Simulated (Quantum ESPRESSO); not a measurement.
## Kohn-Sham bands of Cs₂O (R-3m)

```xyz
3
Lattice="-2.0990 3.6355 0.0000 -4.1979 0.0000 0.0000 -2.0990 1.2118 6.6980" Properties=species:S:1:pos:R:3 pbc="T T T"
Cs     2.0990    -1.2118    -1.5162
Cs    -2.0990     1.2118     1.5162
O      0.0000     0.0000     0.0000
```

Structure: Materials Project mp-7988, symmetrised, not relaxed again. COD (Crystallography Open Database) has an entry of this formula and space group (matched by these alone). Computed values, not measurements, from PBEsol: Quantum ESPRESSO (norm-conserving PseudoDojo potentials, cutoff 68 Ry, no spin polarisation, no spin-orbit coupling) on a Γ-centred 8×8×8 mesh, then Wannier90. Density: 8×8×8 mesh, Gaussian smearing 0.01 Ry. Spin-orbit coupling is left out although heavy elements are present.

List the Kohn-Sham levels between −8 and 3.9 eV relative to the valence-band maximum at the high-symmetry points, as a band run of pw.x on that density gives them (levels within 2 meV counted together).


```json
[
 {"point": "Γ", "k (reciprocal lattice)": "0.000 0.000 0.000", "levels (eV)": "-7.77 (×2), -7.59 (×2), -7.57, -0.88, -0.54 (×2), 0.94, 3.61"},
 {"point": "T", "k (reciprocal lattice)": "0.000 0.000 0.500", "levels (eV)": "-7.71 (×2), -7.66 (×2), -0.94, -0.52 (×2), 2.16, 2.96"},
 {"point": "H_2", "k (reciprocal lattice)": "-0.312 -0.623 0.188", "levels (eV)": "-7.92, -7.86, -0.35, -0.15, -0.12, 3.03, 3.19, 3.48"},
 {"point": "H_0", "k (reciprocal lattice)": "-0.377 -0.688 -0.188", "levels (eV)": "-7.92, -7.86, -0.35, -0.15, -0.12, 3.03, 3.19, 3.48"},
 {"point": "L", "k (reciprocal lattice)": "0.000 -0.500 0.000", "levels (eV)": "-7.81, -0.52, -0.22, 0.00, 2.92, 3.07"},
 {"point": "S_0", "k (reciprocal lattice)": "-0.344 -0.688 -0.344", "levels (eV)": "-7.89, -7.87, -0.31, -0.18, -0.12, 3.00, 3.20, 3.57"},
 {"point": "S_2", "k (reciprocal lattice)": "-0.344 -0.656 0.000", "levels (eV)": "-7.89, -7.87, -0.31, -0.18, -0.12, 3.00, 3.20, 3.57"},
 {"point": "F", "k (reciprocal lattice)": "-0.500 -0.500 0.000", "levels (eV)": "-7.72, -7.69, -0.61, -0.29, -0.09, 2.29, 2.69, 3.17"}
]
```
